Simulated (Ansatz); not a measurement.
CaClF (space group P4/nmm)

```
CELL_PARAMETERS angstrom
      3.86667     0.00000     0.00000
      0.00000     3.86667     0.00000
      0.00000     0.00000     6.87431
ATOMIC_POSITIONS crystal
  Ca 0.00000 0.50000 0.80682
  Ca 0.50000 0.00000 0.19318
  Cl 0.50000 0.00000 0.64659
  Cl 0.00000 0.50000 0.35341
  F  0.50000 0.50000 0.00000
  F  0.00000 0.00000 0.00000
```

The relaxed cell is deformed in two ways at once: its volume V is scaled, and at that volume it is stretched along z (the c axis of the conventional cell) so that c/a changes. Fractional atomic positions are held.

Calculation: r2SCAN (plane waves to 500 eV, PAW, scalar-relativistic; Ansatz, a first-principles code). k mesh 9×9×5 (Γ-centred), Fermi-Dirac smearing 0.05 eV. Energies are smeared free energies. As the atoms are clamped, bonds stretch with the cell, which overstates energies and stresses. CaClF was relaxed with its symmetry unable to fall. The zero of ΔE is the relaxed starting cell.

Predict the ΔE (kJ/mol of atoms) at all points of the grid V/V₀ = 0.960, 0.980, 1.000, 1.020, 1.040 by (c/a)/(c/a)₀ = 0.920, 0.960, 1.000, 1.040, 1.080.

ΔE (kJ/mol of atoms), with V/V₀ across and (c/a)/(c/a)₀ down:

| (c/a)/(c/a)₀ \ V/V₀ | 0.960 | 0.980 | 1.000 | 1.020 | 1.040 |
|---|---|---|---|---|---|
| 0.920 | 1.36 | 0.92 | 0.80 | 0.95 | 1.36 |
| 0.960 | 0.76 | 0.32 | 0.20 | 0.35 | 0.75 |
| 1.000 | 0.60 | 0.15 | 0.00 | 0.13 | 0.52 |
| 1.040 | 0.87 | 0.38 | 0.20 | 0.30 | 0.66 |
| 1.080 | 1.55 | 1.01 | 0.79 | 0.85 | 1.17 |

(Under strain, the slope of the energy per volume gives the stress and its curvature an elastic modulus.)
